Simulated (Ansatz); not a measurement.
Trial structure of Te₃O₂, not yet relaxed:

```yaml
crystal:
  lattice:
    - [4.73253, 0.00000, 0.00000]
    - [-2.36627, 4.09849, 0.00000]
    - [0.00000, 0.00000, 5.85137]
  atoms:
    - { symbol: Te, position: [0.00000, 0.00000, 0.00000] }
    - { symbol: Te, position: [0.33333, 0.66667, 0.64394] }
    - { symbol: Te, position: [0.66667, 0.33333, 0.35606] }
    - { symbol: O, position: [0.33333, 0.66667, 0.16642] }
    - { symbol: O, position: [0.66667, 0.33333, 0.83358] }
```

Theory: DFT PBE, scalar-relativistic, plane waves, PAW (Ansatz). Settings: cutoff 420 eV, Γ-centred mesh 6×6×4 on the computed 5-atom cell, Gaussian smearing of 0.10 eV; no spin polarisation.

The zero of energy is the elements' standard structures at the same level (O₂ as a molecule); no fitted shifts are applied.

Question: Estimate its pressure, forces and energy as it stands.

Answer: The pressure is -11.1 GPa (the mean over three directions, positive in compression), the largest force is 0.64 eV/Å, and the energy is +0.51 eV/atom against the elements. The shortest distance is 2.79 Å.

Question: How much does it gain on relaxing, and where does it end?

Answer: Relaxing gains about 0.61 eV/atom (the start's value is from the coarse mesh, so the gain is rough) in 32 ionic steps and ends at −0.10 eV/atom on the finer mesh. The symmetry stays P-3m1 (No. 164). The volume per atom shrinks by 4.2 %, from 22.7 to 21.7 Å³. The shortest distance goes from 2.79 Å (Te–O) to 2.14 Å (Te–O). The ratio c/a of the conventional cell changes by a factor of 1.61. Conventional cell: a = 3.978 Å, c = 7.933 Å. Te on a site of symmetry -3m is surrounded by 6 O at 2.42 Å; Te on a site of symmetry 3m is surrounded by 1 O at 2.14 Å; O has 1 Te at 2.14 Å, 3 Te at 2.42 Å and 3 O at 2.74 Å.

The last run used a 12×12×6 mesh (in the run's order of axes) for its 5-atom cell and Gaussian smearing of 0.10 eV. Spin–orbit coupling, which can matter for Te, is left out. The reference form of Te is held partly by dispersion forces, which this level lacks. The relaxation can't lower the symmetry of the start. A structure relaxed within its symmetry needn't be a true minimum. Another cell of Te3O2 relaxed alike, in R-3m, lies 212 meV/atom lower, so this cell isn't the stable form at this level.
